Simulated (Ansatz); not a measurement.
## RuFI (Janus 1T monolayer): the band gap by level of theory

All numbers come from the PAW code Ansatz. No magnetic order. The prototype was imposed, so other structures may be more stable.

A free-standing Janus 1T monolayer of RuFI, relaxed with r2SCAN. The sheet's in-plane cell has a = 3.720 Å, b = 3.720 Å (γ = 120.0°), and its outermost atoms lie 2.29 Å apart along the normal. Ru has 3 F at 2.35 Å and 3 I at 2.52 Å; F has 3 Ru at 2.35 Å; I has 3 Ru at 2.52 Å.

```
CELL_PARAMETERS angstrom
3.72039 0.00000 0.00000
-1.86019 3.22195 0.00000
0.00000 0.00000 29.57679
ATOMIC_POSITIONS crystal
Ru 0.00000 0.00000 0.30836
F 0.33333 0.66667 0.34089
I 0.66667 0.33333 0.26363
```
The sheet repeats along a and b alone.

Relaxed lattice by functional, symmetry kept:
```tsv
functional	k mesh	a (Å)	thickness (Å)
PBE	12×12×1	3.752	2.29
r2SCAN	12×12×1	3.720	2.29
PBEsol	12×12×1	3.692	2.27
LDA	12×12×1	3.660	2.23
HSE06	6×6×1	3.703	2.30
```

Gaps on the r2SCAN cell, each the least over its mesh and the special points:
```json
{"level": "LDA", "k mesh": "12×12×1", "gap (eV)": "0.96", "kind": "indirect", "edges": "Γ → K", "least direct gap (eV)": "1.15", "rough cost": "24 core-seconds"}
{"level": "PBE", "k mesh": "12×12×1", "gap (eV)": "1.04", "kind": "indirect", "edges": "Γ → K", "least direct gap (eV)": "1.22", "rough cost": "30 core-seconds"}
{"level": "PBE+SOC", "k mesh": "12×12×1", "gap (eV)": "1.01", "kind": "indirect", "edges": "Γ–M (0.17) → K", "least direct gap (eV)": "1.11", "rough cost": "2.2 core-minutes"}
{"level": "r2SCAN", "k mesh": "12×12×1", "gap (eV)": "1.34", "kind": "indirect", "edges": "Γ → K", "least direct gap (eV)": "1.48", "rough cost": "50 core-seconds"}
{"level": "r2SCANh", "k mesh": "6×6×1", "gap (eV)": "2.18", "kind": "indirect", "edges": "Γ → K", "least direct gap (eV)": "2.28", "rough cost": "17 core-minutes"}
{"level": "HSE06", "k mesh": "6×6×1", "gap (eV)": "2.47", "kind": "indirect", "edges": "Γ → K", "least direct gap (eV)": "2.55", "rough cost": "8 core-minutes"}
{"level": "HSE06+SOC", "k mesh": "6×6×1", "gap (eV)": "2.34", "kind": "direct", "edges": "K", "least direct gap (eV)": "2.34", "rough cost": "50 core-minutes"}
{"level": "PBE0", "k mesh": "6×6×1", "gap (eV)": "3.24", "kind": "indirect", "edges": "Γ → K", "least direct gap (eV)": "3.32", "rough cost": "8 core-minutes"}
{"level": "Hartree-Fock", "k mesh": "6×6×1", "gap (eV)": "10.16", "kind": "indirect", "edges": "Γ–M (0.33) → Γ", "least direct gap (eV)": "10.17", "rough cost": "11 core-minutes"}
```
PBE, PBE+SOC: smearing of 0.02 eV; the others have fixed occupations.
Wave cutoffs: 420 eV, 500 eV (r2SCAN, r2SCANh).
Costs come from shared machines and give only the order; PBE's includes the band path. The runs had 4 threads of Arm Neoverse V2, with other jobs on the host.

The HSE06 gap is indirect, 2.47 eV (Γ to K), below the direct gap of 2.55 eV at K. Spin-orbit coupling changes the PBE gap by -0.025 eV, to 1.01 eV. Spin-orbit coupling changes the HSE06 gap by -0.128 eV, to 2.34 eV, and turns it direct.

r2SCAN covers 21 % of the step from PBE to HSE06, while HSE06 needs about 10 times r2SCAN's rough cost (on a coarser mesh). For gaps to 0.1 eV, spin-orbit coupling (up to 0.21 eV here) has to be included. Direct and least gap lie within 0.04 eV at some levels, so the kind of gap isn't settled.

Only the levels marked +SOC include spin-orbit coupling.
